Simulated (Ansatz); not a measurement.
AgCl (rock salt, space group No. 225) at seven volumes, plane-wave PAW LDA (Ansatz code), scaled uniformly. One row is withheld.

| V (Å³/atom) | P (GPa) |
|---|---|
| 17.459 | 8.36 |
| 18.035 | 5.05 |
| 18.610 | 2.29 |
| 19.186 | 0.00 |
| 19.761 | ? |
| 20.337 | -3.48 |
| 20.913 | -4.78 |

Fit the shown pressures and predict the withheld one.

P = (3/2)B₀(x^(7/2) − x^(5/2))[1 + (3/4)(B′ − 4)(x − 1)] with x = (V₀/V)^(2/3). Least squares on the six rows gives V₀ = 19.186 Å³/atom, B₀ = 69.4 GPa, B′ = 5.18. At V = 19.761, x = 0.9805 and P = -1.90 GPa. The run itself gave -1.90 GPa.

Space group Fm-3m (rock salt). The cell was relaxed with LDA under the symmetry of its start; phonons on a q-mesh show no instability. No spin polarisation was allowed.

Potentials: the later of the program's two PAW sets.
